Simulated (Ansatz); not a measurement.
CH3F on the (110) surface of C, space group Fd-3m (No. 227) (top face towards +c; held atoms: 1, 2, 3, 4, 5, 6, 7, 8, 9, 10, 11, 12, 13, 14, 15, 16, 17, 18, 19, 20, 21, 22, 23, 24), one molecule per 35.8 Å². Starting structure (upright, lowest atom H over a hollow C-C-C site; the molecule's atoms stand last):

```xyz
53
Lattice="5.0302 0.0000 0.0000 0.0000 7.1138 0.0000 0.0000 0.0000 26.0390" Properties=species:S:1:pos:R:3 pbc="T T T"
C     1.2575    3.5569    8.0000
C     1.2575    0.0000    8.0000
C     3.7726    3.5569    8.0000
C     3.7726    0.0000    8.0000
C     2.5151    4.4461    8.0000
C     2.5151    0.8892    8.0000
C     0.0000    4.4461    8.0000
C     0.0000    0.8892    8.0000
C     2.5151    5.3353    9.2575
C     2.5151    1.7784    9.2575
C     0.0000    5.3353    9.2575
C     0.0000    1.7784    9.2575
C     3.7726    6.2246    9.2575
C     3.7726    2.6677    9.2575
C     1.2575    6.2246    9.2575
C     1.2575    2.6677    9.2575
C     3.7726    0.0000   10.5151
C     3.7726    3.5569   10.5151
C     1.2575    0.0000   10.5151
C     1.2575    3.5569   10.5151
C     0.0000    0.8892   10.5151
C     0.0000    4.4461   10.5151
C     2.5151    0.8892   10.5151
C     2.5151    4.4461   10.5151
C     0.0000    1.7824   11.7661
C     0.0000    5.3393   11.7661
C     2.5151    1.7824   11.7661
C     2.5151    5.3393   11.7661
C     1.2575    2.6637   11.7661
C     1.2575    6.2206   11.7661
C     3.7726    2.6637   11.7661
C     3.7726    6.2206   11.7661
C     1.2575    3.5897   13.0628
C     1.2575    0.0329   13.0628
C     3.7726    3.5897   13.0628
C     3.7726    0.0329   13.0628
C     2.5151    4.4133   13.0628
C     2.5151    0.8564   13.0628
C     0.0000    4.4133   13.0628
C     0.0000    0.8564   13.0628
C     2.5151    5.4397   14.1279
C     2.5151    1.8828   14.1279
C     0.0000    5.4397   14.1279
C     0.0000    1.8828   14.1279
C     3.7726    6.1202   14.1279
C     3.7726    2.5633   14.1279
C     1.2575    6.1202   14.1279
C     1.2575    2.5633   14.1279
C     3.3761   -0.0439   16.7577
F     3.3761   -0.0439   18.1392
H     3.7726    0.9240   16.3879
H     4.0160   -0.8712   16.3879
H     2.3396   -0.1844   16.3879
```

Computed with Ansatz, DFT PBE+D3(BJ), scalar-relativistic, plane waves, PAW. Cutoff 420 eV; k points 3×2×1 on the computed 53-atom cell (Γ-centred); Gaussian smearing, width 0.05 eV; no spin polarisation. A dipole correction removes the field between periodic images along c.

E_ads is per molecule, from the clean relaxed slab and the free relaxed molecule; negative means bound; no zero-point or thermal terms, forces under 0.04 eV/Å, and the free molecule is spin-polarised where open-shell. Heights count from the highest slab atom.

(1) How strongly does it adsorb?

(2) Does the molecule survive, and how close does it come to the surface?

(3) How do the dipole along +c and the top face's work function change?

Each end is the local minimum that its start leads to. This ideal cut of an insulator has dangling bonds and is metallic here; real surfaces reconstruct or are passivated, and bind more weakly.

Spin polarisation was left out, and a magnetic state may lie lower.

Answers

(1) -0.19 eV.

(2) It stays whole. Its lowest atom lies 2.32 Å over the highest slab atom; shortest contacts H–C 2.66 Å.

(3) The dipole changes by -0.003 e·Å a cell, the work function by +0.02 eV.